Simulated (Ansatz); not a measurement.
This guess for Yb4HOs is about to be relaxed.

```xyz
6
Lattice="0.0000 3.8381 3.8381 3.8381 0.0000 3.8381 3.8381 3.8381 0.0000" Properties=species:S:1:pos:R:3 pbc="T T T"
Yb    0.9749    2.8632    2.8632
Yb    0.9749    0.9749    0.9749
Yb    2.8632    0.9749    2.8632
Yb    2.8632    2.8632    0.9749
H     0.0000    0.0000    0.0000
Os    3.8381    3.8381    3.8381
```

Level of theory: DFT PBE, scalar-relativistic, plane waves, PAW (Ansatz). Cutoff 420 eV, Gaussian smearing, Γ-centred meshes. Cell and atoms relax first on a coarse mesh and then on a finer one. In between, the cell is made exact in the group found at 0.06 Å. In metals the finer mesh still leaves noise of several meV/atom or more. The steps can't lower the symmetry of their start. Collinear spin is switched on along the way, since trial moments persisted in a coarse test.

A guess keeps its type if space group and coordination stay and the shape of the cell changes little (axis ratios within about 15 %, angles within 6°); the volume may change.

Question: Will the relaxed cell still be of the starting type?

Answer: It keeps its type. The symmetry stays F-43m (No. 216). The volume per atom grows by 54.4 %, from 18.8 to 29.1 Å³. The shortest distance goes from 1.69 Å (Yb–H) to 1.97 Å (Yb–H). Counting neighbours within 15 % of an atom's shortest distance, the start has H 4, Os 12, Yb 1 and the end H 4, Os 12, Yb 1.

The last run used collinear spin, an 8×8×8 mesh for its 6-atom cell and Gaussian smearing of 0.10 eV. These runs have no spin–orbit coupling, which can matter for Os. The 4f shell of Yb is treated without a Hubbard U. Another magnetic order may lie lower. A structure relaxed within its symmetry needn't be a true minimum.
